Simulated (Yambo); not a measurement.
Optical response of AlPO$_{4}$

```
AlPO4
1.0
    5.28604     0.00000     0.00000
   -2.64302     4.57784     0.00000
    0.00000     0.00000     8.62942
O Al P
8 2 2
Cartesian
 -1.23644   2.33804   4.27527
  2.64302   0.09824   8.58998
  1.23644   2.33804   4.27527
  3.87946   2.23980   8.58998
  0.00000   4.47961   4.27527
  1.40658   2.23980   8.58998
  0.00000   3.05190   2.25702
  2.64302   1.52595   6.57173
  0.00000   3.05190   0.53459
  2.64302   1.52595   4.84930
  2.64302   1.52595   8.08568
  0.00000   3.05190   3.77097
```

Yambo, RPA with local fields on PBEsol bands; 3×3×2 mesh, 154 bands, 3 Ry local-field block, 0.2 eV broadening; field along x.

```json
[
 {"E (eV)": "0.0", "Im ε": "0.00", "Re ε": "1.96", "Im ε, independent particles": "0.00"},
 {"E (eV)": "0.6", "Im ε": "0.00", "Re ε": "1.96", "Im ε, independent particles": "0.00"},
 {"E (eV)": "1.2", "Im ε": "0.00", "Re ε": "1.97", "Im ε, independent particles": "0.00"},
 {"E (eV)": "1.9", "Im ε": "0.00", "Re ε": "1.98", "Im ε, independent particles": "0.01"},
 {"E (eV)": "2.5", "Im ε": "0.01", "Re ε": "2.00", "Im ε, independent particles": "0.01"},
 {"E (eV)": "3.1", "Im ε": "0.01", "Re ε": "2.02", "Im ε, independent particles": "0.01"},
 {"E (eV)": "3.8", "Im ε": "0.01", "Re ε": "2.06", "Im ε, independent particles": "0.01"},
 {"E (eV)": "4.4", "Im ε": "0.02", "Re ε": "2.10", "Im ε, independent particles": "0.02"},
 {"E (eV)": "5.0", "Im ε": "0.02", "Re ε": "2.16", "Im ε, independent particles": "0.03"},
 {"E (eV)": "5.6", "Im ε": "0.03", "Re ε": "2.24", "Im ε, independent particles": "0.04"},
 {"E (eV)": "6.2", "Im ε": "0.05", "Re ε": "2.36", "Im ε, independent particles": "0.06"},
 {"E (eV)": "6.9", "Im ε": "0.10", "Re ε": "2.52", "Im ε, independent particles": "0.12"},
 {"E (eV)": "7.5", "Im ε": "0.30", "Re ε": "2.74", "Im ε, independent particles": "0.32"},
 {"E (eV)": "8.1", "Im ε": "0.43", "Re ε": "2.99", "Im ε, independent particles": "0.50"},
 {"E (eV)": "8.8", "Im ε": "1.14", "Re ε": "3.18", "Im ε, independent particles": "1.36"},
 {"E (eV)": "9.4", "Im ε": "2.09", "Re ε": "2.37", "Im ε, independent particles": "2.55"},
 {"E (eV)": "10.0", "Im ε": "1.35", "Re ε": "1.70", "Im ε, independent particles": "1.58"},
 {"E (eV)": "10.6", "Im ε": "1.45", "Re ε": "2.10", "Im ε, independent particles": "1.80"},
 {"E (eV)": "11.2", "Im ε": "1.70", "Re ε": "1.69", "Im ε, independent particles": "2.11"},
 {"E (eV)": "11.9", "Im ε": "1.49", "Re ε": "1.38", "Im ε, independent particles": "1.88"},
 {"E (eV)": "12.5", "Im ε": "0.96", "Re ε": "1.25", "Im ε, independent particles": "1.09"},
 {"E (eV)": "13.1", "Im ε": "1.11", "Re ε": "1.56", "Im ε, independent particles": "1.28"},
 {"E (eV)": "13.8", "Im ε": "1.24", "Re ε": "1.47", "Im ε, independent particles": "1.39"},
 {"E (eV)": "14.4", "Im ε": "1.54", "Re ε": "1.40", "Im ε, independent particles": "1.91"},
 {"E (eV)": "15.0", "Im ε": "1.22", "Re ε": "1.24", "Im ε, independent particles": "1.60"},
 {"E (eV)": "15.6", "Im ε": "1.36", "Re ε": "0.98", "Im ε, independent particles": "1.75"},
 {"E (eV)": "16.2", "Im ε": "1.35", "Re ε": "1.03", "Im ε, independent particles": "1.81"},
 {"E (eV)": "16.9", "Im ε": "1.24", "Re ε": "0.67", "Im ε, independent particles": "1.61"},
 {"E (eV)": "17.5", "Im ε": "1.01", "Re ε": "0.66", "Im ε, independent particles": "1.36"},
 {"E (eV)": "18.1", "Im ε": "0.92", "Re ε": "0.55", "Im ε, independent particles": "0.98"},
 {"E (eV)": "18.8", "Im ε": "0.75", "Re ε": "0.70", "Im ε, independent particles": "1.13"},
 {"E (eV)": "19.4", "Im ε": "0.80", "Re ε": "0.76", "Im ε, independent particles": "1.12"},
 {"E (eV)": "20.0", "Im ε": "0.64", "Re ε": "0.69", "Im ε, independent particles": "0.88"}
]
```

Structure narrower than a few tenths of an eV can come from the finite k mesh. Convergence of the RPA response with its 3×3×2 mesh was not tested. No excitonic effects at this level.

Geometry of the Materials Project entry, not relaxed at this level.
